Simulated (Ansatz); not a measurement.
Mo2C:
```cif
data_CMo2
_chemical_formula_sum 'Mo2 C1'
_space_group_name_H-M_alt 'P-3m1'
_space_group_IT_number 164
_space_group_name_Hall '-P 3 2"'
_cell_length_a 3.05001
_cell_length_b 3.05001
_cell_length_c 4.64957
_cell_angle_alpha 90.000
_cell_angle_beta 90.000
_cell_angle_gamma 120.000
loop_
_atom_site_label
_atom_site_type_symbol
_atom_site_symmetry_multiplicity
_atom_site_Wyckoff_symbol
_atom_site_fract_x
_atom_site_fract_y
_atom_site_fract_z
_atom_site_occupancy
Mo1 Mo 2 d 0.33333 0.66667 0.24955 1
C1 C 1 b 0.00000 0.00000 0.50000 1
```

Relaxed at zero pressure with r²SCAN (plane waves, PAW; program Ansatz).

Problem. The volume is lowered by 6 % and shape and atoms relax at that volume. What pressure results, and how do the axes share the change?

Solution. 20.2 GPa; a -2.2 %, b -2.2 %, c -1.7 %; the energy rises by 45 meV/atom.

Problem. Give the new structure.

Solution. 
Space group P-3m1 (No. 164); a = 2.983 Å, b = 2.983 Å, c = 4.569 Å, α = 90.00°, β = 90.00°, γ = 120.00°

```
atom  site  symmetry       x       y       z
----  ----  --------  ------  ------  ------
Mo      2d       3m.  0.3333  0.6667  0.2457
C       1b      -3m.  0.0000  0.0000  0.5000
```

The phase is kept; no other phase was compared at this pressure.

The first step of the workflow began from a Materials Project structure, measured or hypothetical; the Crystallography Open Database copy checked does not list it. COD files the formula under space group No. 60, so this cell is another polymorph or a model. Its standing as an ambient phase is unchecked. The cell was relaxed with r²SCAN under the symmetry of its start; of distortions, only those at the zone centre were tested. No spin polarisation was allowed.

Potentials: the later of the program's two PAW sets.
